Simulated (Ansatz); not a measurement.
## Zr₄Si₃: relaxed-ion elastic tensor

These are results of Ansatz, DFT PBE, scalar-relativistic, plane waves, PAW, not measurements. Settings: 420 eV plane-wave cutoff, Γ-centred 6×6×6 mesh, Gaussian smearing of 0.10 eV. No spin polarisation.

Equilibrium structure at this level:
```yaml
crystal:
  lattice:
    - [-4.06143, 4.06143, 4.06143]
    - [4.06143, -4.06143, 4.06143]
    - [4.06143, 4.06143, -4.06143]
  atoms:
    - { symbol: Zr, position: [0.50000, 0.00000, 0.86406] }
    - { symbol: Zr, position: [0.00000, 0.36406, 0.50000] }
    - { symbol: Zr, position: [0.86406, 0.50000, 0.00000] }
    - { symbol: Zr, position: [0.50000, 0.00000, 0.36406] }
    - { symbol: Zr, position: [0.13594, 0.13594, 0.13594] }
    - { symbol: Zr, position: [0.00000, 0.86406, 0.50000] }
    - { symbol: Zr, position: [0.36406, 0.50000, 0.00000] }
    - { symbol: Zr, position: [0.63594, 0.63594, 0.63594] }
    - { symbol: Si, position: [0.62500, 0.37500, 0.25000] }
    - { symbol: Si, position: [0.12500, 0.75000, 0.87500] }
    - { symbol: Si, position: [0.75000, 0.87500, 0.12500] }
    - { symbol: Si, position: [0.87500, 0.12500, 0.75000] }
    - { symbol: Si, position: [0.37500, 0.25000, 0.62500] }
    - { symbol: Si, position: [0.25000, 0.62500, 0.37500] }
```

It was reached by relaxing an invented guess, and it needn't be the stable form of this composition. In a metal, frequencies and elastic constants depend on the k mesh and the smearing, soft modes and shear constants most.

Question: Give the relaxed-ion elastic constants (GPa, Voigt order xx yy zz yz xz xy, on the Cartesian axes of the cell above).

Answer:
```
266.3  56.9  56.9   0.0   0.0   0.0
 56.9 266.3  56.9   0.0   0.0   0.0
 56.9  56.9 266.3   0.0   0.0   0.0
  0.0   0.0   0.0  55.3   0.0   0.0
  0.0   0.0   0.0   0.0  55.3   0.0
  0.0   0.0   0.0   0.0   0.0  55.3
```

Question: Is the crystal stable against homogeneous strain?

Answer: Yes: the least eigenvalue of the tensor is 55.3 GPa.

Question: And the moduli of a polycrystal (Hill averages)?

Answer: B = 127 GPa, G = 72 GPa, E = 181 GPa, ν = 0.26.
